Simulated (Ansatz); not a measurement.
Relaxed-ion elastic tensor of AlN in space group P4_2/mnm (No. 136; Al on 4g, N on 4f) in GPa (Voigt order), DFT-r²SCAN in the program Ansatz with PAW potentials; density 3.14 g/cm³, 10.82 Å³ per atom.

```csv
,1,2,3,4,5,6
1,287,147,128,0.0,0.0,0.0
2,147,287,128,0.0,0.0,0.0
3,128,128,429,0.0,0.0,0.0
4,0.0,0.0,0.0,111,0.0,0.0
5,0.0,0.0,0.0,0.0,111,0.0
6,0.0,0.0,0.0,0.0,0.0,140
```

Q: Is the crystal mechanically stable?

A: Yes: the smallest eigenvalue of C is 111 GPa.

Q: Work out the Voigt, Reuss and Hill averages.

A: K_V = 201, K_R = 197, K_H = 199; G_V = 112, G_R = 106, G_H = 109 GPa.

Q: Give Young's modulus, Poisson's ratio, Pugh's ratio and the universal anisotropy index.

A: E = 9KG/(3K + G) = 276 GPa; ν = 0.27; K/G = 1.82 (near the Pugh limit of 1.75, no verdict); A_U = 5G_V/G_R + K_V/K_R − 6 = 0.34.

Q: Estimate the sound speeds and the Debye temperature.

A: v_l = √((K + 4G/3)/ρ) = 10500 m/s, v_t = √(G/ρ) = 5890 m/s, mean 6550 m/s; Θ = (h/k)(3n/4πV)^(1/3) v_m = 881 K.

Q: How much does each axis shrink under pressure?

A: Linear compressibilities β_i = Σ_j S_ij (j = 1 to 3): x 2.0, y 2.0, z 1.2 per TPa.

The start of the workflow was typed in or built on a structure type; neither database checked (COD, Materials Project) lists it. It is not the phase usual at ambient conditions (space group No. 186, 216). Symmetry was held in the r²SCAN relaxation; its stability against distortions is not shown here.

Potentials: the earlier of the program's two PAW sets. The files were generated under PBE; for other functionals the program regenerates the frozen cores, and for LDA and PBEsol the local potential too.
